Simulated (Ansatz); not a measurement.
Mg (hcp (Mg type), P6_3/mmc) at seven volumes, r²SCAN in the plane-wave PAW code Ansatz, shape and atoms relaxed at each. One row is withheld.

| V (Å³/atom) | P (GPa) |
|---|---|
| 20.549 | 4.49 |
| 21.227 | 2.77 |
| 21.904 | 1.28 |
| 22.582 | 0.00 |
| 23.259 | -1.10 |
| 23.936 | -2.06 |
| 24.614 | ? |

Q: Fit the shown pressures and predict the withheld one.

A: P = (3/2)B₀(x^(7/2) − x^(5/2))[1 + (3/4)(B′ − 4)(x − 1)] with x = (V₀/V)^(2/3). Least squares on the six rows gives V₀ = 22.583 Å³/atom, B₀ = 39.6 GPa, B′ = 3.89. At V = 24.614, x = 0.9442 and P = -2.88 GPa. The run itself gave -2.88 GPa.

Symmetry was held in the r²SCAN relaxation; of distortions, only those at the zone centre were tested.

Potentials: the earlier of the program's two PAW sets.
